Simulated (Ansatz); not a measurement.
FeCo3:
```cif
data_Co3Fe
_chemical_formula_sum 'Fe1 Co3'
_space_group_name_H-M_alt 'P 1'
_space_group_IT_number 1
_cell_length_a 2.47241
_cell_length_b 2.47241
_cell_length_c 7.25114
_cell_angle_alpha 90.000
_cell_angle_beta 90.000
_cell_angle_gamma 90.000
loop_
_space_group_symop_operation_xyz
  'x, y, z'
loop_
_atom_site_label
_atom_site_type_symbol
_atom_site_fract_x
_atom_site_fract_y
_atom_site_fract_z
_atom_site_occupancy
Fe1 Fe 0.00000 0.00000 0.00000 1
Co1 Co 0.50000 0.50000 0.73914 1
Co2 Co 0.50000 0.50000 0.26086 1
Co3 Co 0.00000 0.00000 0.50000 1
```
The run is spin-polarised; directions of the spins, atom by atom: ↑ ↑ ↑ ↑.

Relaxed with r²SCAN.

Question: Tabulate the valence density and the electron localisation function along the shortest Co–Co contact (2.46 Å), the program Ansatz at the r²SCAN level (PAW).

Answer: 

```
distance from Co (Å)  density (e/Å³)   ELF
--------------------  --------------  ----
0.25                           31.92  0.95
0.37                           16.56  0.85
0.49                            7.54  0.63
0.62                            3.34  0.39
0.74                            1.54  0.25
0.86                            0.78  0.18
0.98                            0.48  0.18
1.11                            0.38  0.23
1.23                            0.35  0.27
1.35                            0.38  0.23
1.48                            0.48  0.18
1.60                            0.78  0.18
1.72                            1.55  0.25
1.85                            3.34  0.39
1.97                            7.54  0.63
2.09                           16.54  0.85
2.22                           31.88  0.95
```

The density is the valence pseudo-density with augmentation charge, so density and ELF within about 1 Å of a nucleus are not all-electron values.

Space group P4/mmm. The workflow started from a Materials Project entry (that database holds measured and hypothetical structures alike); the Crystallography Open Database copy checked does not list it. Its standing as an ambient phase is unchecked. The cell was relaxed with r²SCAN under the symmetry of its start; whether a distortion lowers the energy is not shown. Spin order of the final state: ferromagnetic, chosen from 4 collinear starts compared on coarse meshes (ties went to the first, and starts can fall back to one state), not a proven ground state. Other orbital occupations within this spin state were not tried.

Potentials: the later of the program's two PAW sets.
